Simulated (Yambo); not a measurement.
K₂TiF₆ (space group P-3m1, No. 164), G0W0@LDA in Yambo (3×3×2 mesh, plasmon pole; 7 Ry block, no terminator). The number N of bands in W and G is varied.

| N | x = 1/N | gap Γ → Γ (eV) | shift of the valence edge (eV) |
|---|---|---|---|
| 84 | 0.01190 | 9.917 | -1.633 |
| 116 | 0.00862 | 9.767 | -1.652 |
| 157 | 0.00637 | 9.683 | -1.720 |
| 198 | 0.00505 | ? | ? |

Q: Basis-set arguments suggest E = E∞ + A x. Fix A and E∞ from the two rows above the withheld one, predict the row at 198 bands, and test the form.

A: Gap: A = (9.683 − (9.767))/(0.00637 − 0.00862) = 37.3, E∞ = 9.445 eV, so 9.634 eV is predicted; the run gave 9.640 eV (miss 6 meV). The first two rows have slope 45.7, so the form doesn't hold yet over the whole range. Shift: A = (-1.720 − (-1.652))/(0.00637 − 0.00862) = 30.2, E∞ = -1.913 eV, so -1.760 eV is predicted; the run gave -1.771 eV (miss 11 meV). The first two rows have slope 5.79, so the form doesn't hold yet over the whole range. The other settings are held fixed.

Geometry of the Materials Project entry, not relaxed at this level; primitive cell a = 5.6851 Å, b = 5.6851 Å, c = 4.5902 Å, α = 90.00°, β = 90.00°, γ = 120.00°.

A shift is the quasiparticle energy of the state minus its LDA energy.
